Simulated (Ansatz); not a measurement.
LiPb (Pm-3m): phonons

Computed with PBEsol, all-electron LAPW in Ansatz 0.2.0, scalar-relativistic; not a measurement.

The cell comes from a PAW relaxation under the same functional.

Launched as:

```sh
ansatz run input.yaml --threads 1 --pin off --max-ram 3072MiB --backend cpu --events-out ev --progress --plain --runs-dir out
```

Input file:

```yaml
crystal:
  lattice:
    - [3.51613745287, 0.0, 0.0]
    - [0.0, 3.51613745287, 0.0]
    - [0.0, 0.0, 3.51613745287]
  atoms:
    - { symbol: Li, position: [0.5, 0.5, 0.5] }
    - { symbol: Pb, position: [0.0, 0.0, 0.0] }
kpoints:
  mp_grid: { grid: [12, 12, 12] }
scf:
  occupations: { method: fermi_dirac, width: 0.1 }
hamiltonian:
  xc: pbesol
  pseudopotentials: { kind: all_electron, lapw: { basis_error: 0.001 } }
phonons:
  qmesh: [2, 2, 2]
  qpath:
    path:
      - [0.0, 0.0, 0.0]
      - [0.0, 0.5, 0.0]
      - [0.5, 0.5, 0.0]
      - [0.0, 0.0, 0.0]
      - [0.5, 0.5, 0.5]
      - [0.0, 0.5, 0.0]
      - [0.5, 0.5, 0.5]
      - [0.5, 0.5, 0.0]
    npoints: 6
  temperatures: { t_min: 0, t_max: 1000, t_step: 100 }
```

Output (shortened where marked):

```
Warning: RAYON_NUM_THREADS=1 ignored (pool sized by the plan → 1); use --threads N
LAPW: plane waves up to 6.580 Å⁻¹, error target 1.0e-3 eV per atom; small_component_spin mean_spin; Li in spheres of 1.248 Å, 3 of its electrons in bands, Dirac shells []; Pb in spheres of 1.705 Å, 36 of its electrons in bands, ...
Engine: ansatz 0.2.0, aarch64-unknown-linux-gnu
Pseudopotentials: kind: all_electron
Pseudopotential: Li, LAPW, valence charge 3, lapw/all_electron/scalar/gaussian/Li, Koelling and Harmon's equation, gaussian nucleus
Pseudopotential: Pb, LAPW, valence charge 36, lapw/all_electron/scalar/gaussian/Pb, Koelling and Harmon's equation, gaussian nucleus
Functional definition: PBEsol
  exchange = pbesol_x
  correlation = pbesol_c
Crystal: 4 atoms, lattice volume = 86.942 Å³
Basis set: ecut = 164.97176994182502 eV, 419 PW (Γ), exchange–correlation at level 2
Bands: 48, of which v1, the nominal top of the filled ones, is band 39 counted from 1 (38 counted from 0)
Symmetry: 32 space group operations
k-points: 112 of 864
Non-local potential: Li, projectors of the file, none
Non-local potential: Pb, projectors of the file, none
Initial density: superposition of atomic densities (chi_scale 0.1, normalization cell, long waves kept (reshape's long-wave potential 0.00 eV rms))
Initial wavefunctions: plane waves of lowest kinetic energy (no species holds an atomic orbital)
Functional: x = pbesol(κ = 0.804, μ = 0.12345679012345678), c = pbesol(β = 0.046)
iter 1 solved again at ethr=1.86e-5 eV; its pass at ethr=1.00e-1 eV (dr2=1.45e-2 eV) is discarded
SCF iter   1: F=—  HF=-1136237.622207 eV  |F-HF|=—  |Δ(HF+E_count)|=         —  Δρ=4.30e-3  dr2=1.45e-2  ethr=1.86e-5  ⟨swp⟩=3.6  Hψ=35953  notcnv=0
preconditioner: auto → Kerker (q_TF=auto, 2.679 Å⁻¹)  [metal: Δε(μ)=0.064 eV  Ē_g=17.357 eV  σ=0.100 eV  W_gap=0.16  n_scr=28 (ndim 8)  ℏωp=21.8 eV  f_vac=0.000  D(μ)=1.61/eV (n_scr^D=8)]
SCF iter   2: F=—  HF=-1136237.510794 eV  |F-HF|=—  |Δ(HF+E_count)|=   1.11e-1  Δρ=2.00e-3  dr2=3.13e-3  ethr=1.86e-5  ⟨swp⟩=3.0  Hψ=16087  notcnv=0
SCF iter   3: F=—  HF=-1136237.504883 eV  |F-HF|=—  |Δ(HF+E_count)|=   5.91e-3  Δρ=1.37e-3  dr2=1.67e-3  ethr=4.01e-6  ⟨swp⟩=2.0  Hψ=15639  notcnv=0
SCF iter   4: F=—  HF=-1136237.504233 eV  |F-HF|=—  |Δ(HF+E_count)|=   6.50e-4  Δρ=7.57e-4  dr2=6.25e-4  ethr=2.15e-6  ⟨swp⟩=2.0  Hψ=15639  notcnv=0
SCF iter   5: F=—  HF=-1136237.504271 eV  |F-HF|=—  |Δ(HF+E_count)|=   3.74e-5  Δρ=3.25e-4  dr2=1.30e-4  ethr=8.01e-7  ⟨swp⟩=2.0  Hψ=15639  notcnv=0
iter 6 solved again at ethr=3.33e-9 eV; its pass at ethr=1.67e-7 eV (dr2=2.60e-6 eV) is discarded
SCF iter   6: F=—  HF=-1136237.504277 eV  |F-HF|=—  |Δ(HF+E_count)|=   6.01e-6  Δρ=5.22e-5  dr2=2.60e-6  ethr=3.33e-9  ⟨swp⟩=2.0  Hψ=26574  notcnv=0
SCF iter   7: F=—  HF=-1136237.504276 eV  |F-HF|=—  |Δ(HF+E_count)|=   5.46e-7  Δρ=1.51e-5  dr2=1.70e-7  ethr=3.33e-9  ⟨swp⟩=2.0  Hψ=15639  notcnv=0
SCF iter   8: F=—  HF=-1136237.504276 eV  |F-HF|=—  |Δ(HF+E_count)|=   6.40e-8  Δρ=2.30e-6  dr2=4.94e-9  ethr=2.18e-10  ⟨swp⟩=2.0  Hψ=15639  notcnv=0
[... 99 lines left out ...]
preconditioner: auto → Kerker (q_TF=auto, 2.679 Å⁻¹)  [metal: Δε(μ)=0.039 eV  Ē_g=17.776 eV  σ=0.100 eV  W_gap=0.10  n_scr=26 (ndim 8)  ℏωp=21.8 eV  f_vac=0.000  D(μ)=1.60/eV (n_scr^D=14)]
SCF iter   2: F=—  HF=-1136237.504216 eV  |F-HF|=—  |Δ(HF+E_count)|=   1.22e-5  Δρ=1.08e-4  dr2=3.40e-5  ethr=8.07e-8  ⟨swp⟩=2.0  Hψ=13694  notcnv=0
SCF iter   3: F=—  HF=-1136237.504205 eV  |F-HF|=—  |Δ(HF+E_count)|=   1.01e-5  Δρ=4.39e-5  dr2=5.85e-6  ethr=4.37e-8  ⟨swp⟩=2.0  Hψ=13696  notcnv=0
iter 4 solved again at ethr=3.30e-10 eV; its pass at ethr=7.50e-9 eV (dr2=2.58e-7 eV) is discarded
SCF iter   4: F=—  HF=-1136237.504204 eV  |F-HF|=—  |Δ(HF+E_count)|=   1.68e-6  Δρ=1.12e-5  dr2=2.57e-7  ethr=3.30e-10  ⟨swp⟩=2.0  Hψ=23289  notcnv=0
SCF iter   5: F=—  HF=-1136237.504204 eV  |F-HF|=—  |Δ(HF+E_count)|=   2.27e-7  Δρ=4.81e-6  dr2=2.05e-8  ethr=3.30e-10  ⟨swp⟩=2.2  Hψ=13731  notcnv=0
SCF iter   6: F=—  HF=-1136237.504204 eV  |F-HF|=—  |Δ(HF+E_count)|=   1.93e-8  Δρ=3.41e-6  dr2=1.01e-8  ethr=2.63e-11  ⟨swp⟩=2.0  Hψ=13694  notcnv=0
SCF iter   7: F=-1136237.504204 eV  HF=-1136237.504204 eV  |F-HF|=2.33e-10  |Δ(HF+E_count)|=   5.59e-9  Δρ=8.98e-7  dr2=7.84e-10  ethr=1.30e-11  ⟨swp⟩=2.0  Hψ=13694  notcnv=0
SCF 9 converged in 7 iterations: F = -1136237.504204 eV  dr2 = 7.84e-10
SCF converged after 9 iterations
Free energy (F): -1136237.504276 eV
Harris-Foulkes:  -1136237.504276 eV  (|F-HF|=6.98e-10)
Internal energy: -1136237.452160 eV  (E = F + TS)
E sigma→0 (E₀):  -1136237.478218 eV
Entropy (-TS):   -0.052116 eV (-13.029 meV/atom)
Fermi energy:    11.583785 eV
--- Per-component energies (eV) ---
  E_band       = -4789.086973
  E_kinetic    = 1309866.285716
  E_xc         = -20955.037659
  E_electrostatic = -2425148.700218  (all electrons and nuclei)
  E_smearing   = -0.052116  (= −TS)
  E_closure    = 0.000000  (closes the sum)
  Σ components = -1136237.504276   (vs F -1136237.504276, Δ=0.00e0)
  Basis errors (estimates in eV, not in F): energy 1.7e-4 per atom: plane waves 1.3e-4 (7.0e-5 summed), levels above the bands 8.0e-32, relativity 6.6e-9, radial functions 3.8e-5, core shells 2.5e-9; eigenvalues (radial functions ...
--- Forces (eV/Å), atoms counted from 1 ---
  atom   1  Li     0.00000000     0.00000000     0.00000000
  atom   2  Pb    -0.00000000    -0.00000000     0.00000000
  atom   3  Li     0.00000000     0.00000000     0.00000000
  atom   4  Pb    -0.00000000    -0.00000000     0.00000000
  max |Σ_I F_I| component: 2.40e-31 eV/Å
--- Phonons: 6 displaced members + 3 references (amplitude of the first 0.01 Å, Σ member SCF iterations 44) ---
  ASR residual: 2.284e-4 → 0.000e0 eV/Å²; symmetrization residual: 7.369e-5 eV/Å²
  largest component of a force at the reference: 1.6e-31 eV/Å
  ASR residual per site (eV/Å²): 1.47e-4 2.28e-4
  Γ frequencies (cm⁻¹): 0.00 0.00 0.00 255.56 255.56 255.56
--- Phonons (by wavevector): 4 wavevectors in 3 supercells ---
  supercell 1 (2 cells, vectors [1, 0, 0], [0, 1, 0], [0, 0, 2] in multiples of the cell's): 2 displaced members by 0.01 Å; free energy -1136237.504276 eV; taken off its force constants: by the sum rule 1.1e-4, by the ...
  symmetry images taken by strict's conditions (phonons.symmetry_images: auto; settled by no image being taken that strict refuses)
  supercell 2 (2 cells, vectors [1, 0, 0], [0, 1, -1], [0, 0, 2] in multiples of the cell's): 2 displaced members by 0.01 Å; free energy -1136237.504276 eV; taken off its force constants: by the sum rule 1.2e-4, by the ...
  symmetry images taken by strict's conditions (phonons.symmetry_images: auto; settled by no image being taken that strict refuses)
  supercell 3 (2 cells, vectors [0, 1, -1], [-1, 1, 0], [0, 0, 2] in multiples of the cell's): 2 displaced members by 0.01 Å; free energy -1136237.504276 eV; taken off its force constants: by the sum rule 2.3e-4, by the ...
  symmetry images taken by strict's conditions (phonons.symmetry_images: auto; settled by no image being taken that strict refuses)
  q = [0.0000, 0.0000, 0.0000] (star 1, supercell 1; hermiticity 0.00e0, symmetrization 1.18e-6): -0.00 0.00 0.00 255.56 255.56 255.56
  q = [0.0000, 0.0000, -0.5000] (star 3, supercell 1; hermiticity 8.23e-17, symmetrization 1.85e-16): 49.34 49.34 64.66 236.42 236.42 258.03
  q = [0.0000, -0.5000, -0.5000] (star 3, supercell 2; hermiticity 1.11e-16, symmetrization 6.13e-16): 27.03 27.03 52.19 258.97 271.89 271.89
  q = [-0.5000, -0.5000, -0.5000] (star 1, supercell 3; hermiticity 1.36e-16, symmetrization 3.06e-16): 25.23 25.23 25.23 224.93 224.93 224.93
  joined force constants: q→R imaginary residual 2.93e-17
  density of states and harmonic sums: on the 18×18×18 q-mesh, interpolated from the force constants of a 2×2×2 supercell (no non-analytic term)
  largest difference from the sums on the solved wave vectors: F 1.07e-1 eV, S 1.39e-4 and C_V 3.23e-5 eV/K
```

The run converged.

Phonons on the q mesh:

Harmonic phonons of a crystal by Kohn-Sham DFT at the given cell, standard atomic masses, acoustic sum rule imposed; negative wavenumbers are unstable modes; one row a degenerate set, branches counted upwards.

```json
{
 "Unstable phonons": "no"
}
```

| point | q a (r.l.u.) | q b (r.l.u.) | q c (r.l.u.) | branch | phonon wavenumber (cm⁻¹) | degeneracy |
| --- | --- | --- | --- | --- | --- | --- |
| Gamma | 0 | 0 | 0 | 4 | 255.6 | 3 |
| X | 0.5 | 0 | 0 | 1 | 49.3 | 2 |
| X | 0.5 | 0 | 0 | 3 | 64.7 | 1 |
| X | 0.5 | 0 | 0 | 4 | 236.4 | 2 |
| X | 0.5 | 0 | 0 | 6 | 258 | 1 |
| M | 0.5 | 0.5 | 0 | 1 | 27 | 2 |
| M | 0.5 | 0.5 | 0 | 3 | 52.2 | 1 |
| M | 0.5 | 0.5 | 0 | 4 | 259 | 1 |
| M | 0.5 | 0.5 | 0 | 5 | 271.9 | 2 |
| R | 0.5 | 0.5 | 0.5 | 1 | 25.2 | 3 |
| R | 0.5 | 0.5 | 0.5 | 4 | 224.9 | 3 |

Zone-centre phonons:

Optical zone-centre levels upwards with Mulliken labels, activity, and the element with most of the kinetic energy.

- Point group: m-3m

| number | phonon wavenumber (cm⁻¹) | label | infrared | raman | lead element |
| --- | --- | --- | --- | --- | --- |
| 1 | 255.6 | T1u | yes | no | Li |

### Harmonic thermodynamics

Sums over wave vectors interpolated from the q mesh.

- Zero point energy: 27.1 meV/atom

```
temperature (K)  phonon heat capacity (k_B/atom)  phonon entropy (k_B/atom)  phonon free energy (meV/atom)
            100                            2.011                      2.644                          15.25
            200                            2.637                      4.275                         -15.05
            300                            2.825                      5.386                         -56.95
            400                            2.898                       6.21                         -107.1
            500                            2.934                      6.861                         -163.5
            600                            2.954                      7.398                           -225
            700                            2.966                      7.854                         -290.8
            800                            2.974                      8.251                         -360.2
            900                            2.979                      8.601                         -432.8
           1000                            2.983                      8.916                         -508.3
```

Limits of these numbers: responses of metals move with mesh and smearing; no spin-orbit coupling on heavy atoms; activity by symmetry alone, a metal screens infrared modes; coarse q mesh.

Time and hardware: 22 min on 1 thread of Arm Neoverse V1, on a shared host, peak memory 1.2 GiB.
